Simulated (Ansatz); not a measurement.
**Calculated electric field gradients for TiO₂**

The cell is a COD entry.

```xyz
24
Lattice="5.1490 0.0000 0.0000 0.0000 9.1750 0.0000 0.0000 0.0000 5.4590" Properties=species:S:1:pos:R:3 pbc="T T T"
Ti    0.7070    1.1836    4.9213
Ti    3.2815    3.4039    0.5377
Ti    4.4420    5.7711    3.2672
Ti    1.8675    7.9914    2.1918
Ti    4.4420    7.9914    0.5377
Ti    1.8675    5.7711    4.9213
Ti    0.7070    3.4039    2.1918
Ti    3.2815    1.1836    3.2672
O     4.2057    0.0881    4.6456
O     1.6312    4.4994    0.8134
O     0.9433    4.6756    3.5429
O     3.5178    9.0869    1.9161
O     0.9433    9.0869    0.8134
O     3.5178    4.6756    4.6456
O     4.2057    4.4994    1.9161
O     1.6312    0.0881    3.5429
O     2.3902    2.1213    4.8487
O     4.9647    2.4662    0.6103
O     2.7588    6.7088    3.3398
O     0.1843    7.0537    2.1192
O     2.7588    7.0537    0.6103
O     0.1843    6.7088    4.8487
O     2.3902    2.4662    2.1192
O     4.9647    2.1213    3.3398
```

Sites (sets of like atoms) are named by element and the number of their first atom in this list.

All values are calculated (Ansatz; DFT, PBE, plane waves and PAW (field gradients read without the response of the frozen cores, which leaves them typically 4 to 6 % off), scalar-relativistic, 420 eV cutoff, Γ-centred 4×3×4 k-points, Fermi–Dirac smearing 0.02 eV), not measured.

C_Q = eQV_zz/h, which is 24.18 MHz for Q = 1 b and V_zz = 10²¹ V/m²; η = (V_xx − V_yy)/V_zz. ν_Q = 3|C_Q|/[2I(2I − 1)].

⁴⁷Ti: I = 5/2, Q = 302.0 mb; ¹⁷O: I = 5/2, Q = -25.58 mb. Quadrupole moments are those of Pyykkö's year-2017 table.

| site | atoms (order as listed) | first shell | C_Q (MHz) | η | ν_Q (MHz) |
| --- | --- | --- | --- | --- | --- |
| Ti | 1, 2, 3, 4, 5, 6, … | 6 O at 1.87–2.04 Å | -13.2 | 0.82 | 1.98 |
| O9 | 9, 10, 11, 12, 13, 14, … | 3 Ti at 1.87–2.00 Å | -1.28 | 0.83 | 0.193 |
| O17 | 17, 18, 19, 20, 21, 22, … | 3 Ti at 1.93–2.04 Å | 1.52 | 0.91 | 0.227 |
